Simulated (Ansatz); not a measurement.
**Data sheet: In2Bi (DFT)**

In₂Bi:
```cif
data_Bi2In4
_chemical_formula_sum 'In4 Bi2'
_space_group_name_H-M_alt 'P 1'
_space_group_IT_number 1
_cell_length_a 5.54545
_cell_length_b 5.54545
_cell_length_c 6.53205
_cell_angle_alpha 90.000
_cell_angle_beta 90.000
_cell_angle_gamma 120.000
loop_
_space_group_symop_operation_xyz
  'x, y, z'
loop_
_atom_site_label
_atom_site_type_symbol
_atom_site_fract_x
_atom_site_fract_y
_atom_site_fract_z
_atom_site_occupancy
In1 In 0.00000 0.00000 0.00000 1
In2 In 0.00000 0.00000 0.50000 1
In3 In 0.33333 0.66667 0.75000 1
In4 In 0.66667 0.33333 0.25000 1
Bi1 Bi 0.33333 0.66667 0.25000 1
Bi2 Bi 0.66667 0.33333 0.75000 1
```

Space group P6_3/mmc (No. 194); conventional cell a = 5.5455 Å, b = 5.5455 Å, c = 6.5320 Å, α = 90.00°, β = 90.00°, γ = 120.00°.

Method: DFT-r²SCAN in the program Ansatz with PAW potentials. Structure relaxed to zero pressure with the same functional. Other levels are named where they apply.

**Cell and energy**

| Property | Result |
|---|---|
| Volume per atom | 28.99 Å³ |
| Density | 8.37 g/cm³ |
| Formation energy from the elements (no fitted shifts) | 0.029 eV/atom |

**Electronic structure**

| Quantity | Value |
|---|---|
| Electronic character | metallic (no gap) |
| Density of states at the Fermi level | 0.39 states/eV per atom (mean over ±0.08 eV) |
| Gap with spin–orbit coupling | none (metallic) |

**Mechanics**

| Item | Result |
|---|---|
| Bulk modulus (Birch–Murnaghan fit) | 40.2 GPa |
| Pressure derivative B′ | 5.1 |

**Charges**

| Property | Value |
|---|---|
| Bader charges | In +0.18 to +0.21, Bi -0.39 e |

The workflow started from an entry of the Crystallography Open Database (COD). Whether it is the stable phase at ambient conditions was not checked. The cell was relaxed with r²SCAN under the symmetry of its start; whether a distortion lowers the energy is not shown. Axis ratios of metals converge slowly with the k-mesh, so a and c are less sure than the volume. The references are the lowest solids computed at this level, not always the standard phases. Scalar-relativistic: spin–orbit coupling is off unless named, which matters more the heavier the elements.

Potentials: the later of the program's two PAW sets.
